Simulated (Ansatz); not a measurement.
Te₂Pt in space group P-3m1 (No. 164; Te on 2d, Pt on 1a) at seven volumes, the program Ansatz at the PBE+D3(BJ) level (PAW), shape and atoms relaxed at each. One row is withheld.

```tsv
V (Å³/atom)	P (GPa)
21.966	8.96
22.690	5.29
23.414	2.36
24.138	0.00
24.862	-1.67
25.586	?
26.310	-3.69
```

**Question.** Fit the shown pressures and predict the withheld one.

**Answer.** P = (3/2)B₀(x^(7/2) − x^(5/2))[1 + (3/4)(B′ − 4)(x − 1)] with x = (V₀/V)^(2/3). Least squares on the six rows gives V₀ = 24.163 Å³/atom, B₀ = 63.9 GPa, B′ = 8.53. At V = 25.586, x = 0.9626 and P = -2.85 GPa. The run itself gave -2.86 GPa.

The cell was relaxed with PBE+D3(BJ) under the symmetry of its start. No spin polarisation was allowed. Spin–orbit coupling is left out wherever it is not named.

Potentials: the earlier of the program's two PAW sets.
